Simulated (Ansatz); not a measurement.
## CrIr (P-6m2), axial (c/a) deformation path

Computed with Ansatz 0.2.0, DFT PBEsol, scalar-relativistic, plane waves, PAW. Cutoff 420 eV, Γ-centred 24×24×12 k-points, Gaussian smearing of 0.15 eV. Spin–orbit coupling is left out, which matters for the heavy elements here. No spin polarisation. A magnetic state may lie lower. Energies are free energies at this smearing, counted from the undisturbed cell; pressure is positive in compression.

The starting cell (as given, not relaxed at this level; it stands at -5.1 GPa, and it needn't be the usual structure):

```
Cr Ir
1.0
     2.66753    0.00000    0.00000
    -1.33377    2.31015    0.00000
     0.00000    0.00000    4.19974
Cr Ir
1 1
Direct
  0.66667 0.33333 0.00000
  0.33333 0.66667 0.50000
```

At fixed volume and fractional coordinates, lengths along (0.000, 0.000, 1.000) are scaled against those across it; ρ is that ratio over its starting value. The cell is metallic on the mesh throughout.

| ρ | ΔE (meV/atom) |
| --- | --- |
| 0.850 | 270.4 |
| 0.920 | 76.7 |
| 1.000 | 0.0 |
| 1.100 | 119.4 |
| 1.200 | 426.7 |

(1) Predict the pressure (GPa) at each point.

## Answers

(1)
```
    ρ  pressure (GPa)
0.850             3.2
0.920            -2.8
1.000            -5.1
1.100            -1.0
1.200             9.5
```